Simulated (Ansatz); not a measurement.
The relaxed structure here is a generated cell of SiNi: the first start was made by placing the elements on the sites of a structure type, and the end was not matched to a known phase here, so it may be hypothetical. Known forms of SiNi include space group No. 62.

A relaxed cell of SiNi (Fm-3m (No. 225)), relaxed on a k-mesh at least as fine as the one used below. The numbers are results of PBEsol (plane waves to 420 eV, PAW, scalar-relativistic; Ansatz, a program for electronic structure), not measurements. Γ-centred k-mesh 12×12×12 on the run's cell (coarser than for final values), Fermi–Dirac smearing 0.05 eV.

```
SiNi
1.0
    0.00000     4.68305     4.68305
    2.34152     2.34152     4.68305
    2.34152     2.34152     0.00000
Ni Si
2 2
Direct
  0.00000   0.00000   0.00000
  0.50000   0.00000   0.00000
  0.00000   0.50000   0.50000
  0.50000   0.50000   0.50000
```

The atoms are displaced along an unstable phonon of this cell by (Å):

| atom | ux | uy | uz |
|---|---|---|---|
| Ni1 | 0.000 | 0.000 | -0.093 |
| Ni2 | 0.000 | 0.000 | 0.093 |
| Si3 | 0.000 | 0.000 | -0.150 |
| Si4 | 0.000 | 0.000 | 0.150 |

### Question
What forces (eV/Å) and pressure result?

### Answer
| atom | Fx | Fy | Fz |
|---|---|---|---|
| Ni1 | 0.00 | 0.00 | -1.64 |
| Ni2 | 0.00 | 0.00 | 1.64 |
| Si3 | 0.00 | 0.00 | -1.00 |
| Si4 | 0.00 | 0.00 | 1.00 |

Pressure -2.3 GPa.

### Question
Estimate the energy cost of the displacement in the harmonic approximation and compare with the calculation.

### Answer
For a harmonic well ΔE = −½ Σ F·u = -0.302 eV a cell, or -75 meV/atom. The calculated energy relative to the undisplaced cell is -0.09 eV/atom, so the harmonic estimate holds well.

The undisplaced cell is probably no minimum: from this displacement the run went on to P4/nmm (No. 129), 0.51 eV/atom below it.

No spin polarisation in the result: the starting moments vanished. A magnetic state may lie lower.
